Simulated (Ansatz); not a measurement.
A geometry of Li3PO4 away from equilibrium: step 3 of the relaxation of a generated trial cell of Li3PO4 in the AFLOW prototype AB3C4_cP8_215_a_c_e (as in Cu3AsS4). These are PBE (plane waves to 420 eV, PAW, scalar-relativistic; Ansatz, a quantum-chemistry and plane-wave program) values and carry that method's errors. Γ-centred k-mesh 6×6×6 on the run's cell (coarser than for final values), Fermi–Dirac smearing 0.05 eV. The plane waves were selected for a different cell earlier on the path.

```xyz
8
Lattice="4.1846 0.0000 0.0000 0.0000 4.1846 0.0000 0.0000 0.0000 4.1846" Properties=species:S:1:pos:R:3 pbc="T T T"
Li     0.0000     2.0923     2.0923
Li     2.0923     2.0923     0.0000
Li     2.0923     0.0000     2.0923
P      0.0000     0.0000     0.0000
O      0.8671     0.8671     0.8671
O      0.8671     3.3174     3.3174
O      3.3174     0.8671     3.3174
O      3.3174     3.3174     0.8671
```

Q: What forces act on the atoms (eV/Å)?

A: 
```json
[
 {"atom": "Li1", "Fx": "0.00", "Fy": "0.00", "Fz": "0.00"},
 {"atom": "Li2", "Fx": "0.00", "Fy": "0.00", "Fz": "0.00"},
 {"atom": "Li3", "Fx": "0.00", "Fy": "0.00", "Fz": "0.00"},
 {"atom": "P4", "Fx": "0.00", "Fy": "0.00", "Fz": "0.00"},
 {"atom": "O5", "Fx": "1.76", "Fy": "1.76", "Fz": "1.76"},
 {"atom": "O6", "Fx": "1.76", "Fy": "-1.76", "Fz": "-1.76"},
 {"atom": "O7", "Fx": "-1.76", "Fy": "1.76", "Fz": "-1.76"},
 {"atom": "O8", "Fx": "-1.76", "Fy": "-1.76", "Fz": "1.76"}
]
```

The path ends in P-43m (No. 215) (AFLOW prototype AB3C4_cP8_215_a_c_e (as in Cu3AsS4)). No spin polarisation in the result.

The run could not lose the symmetry of its start, so the end can be a saddle point.

The end of the path is a generated cell of Li3PO4: the first start was made by placing the elements on the sites of a structure type, and the end was not matched to a known phase here, so it may be hypothetical.
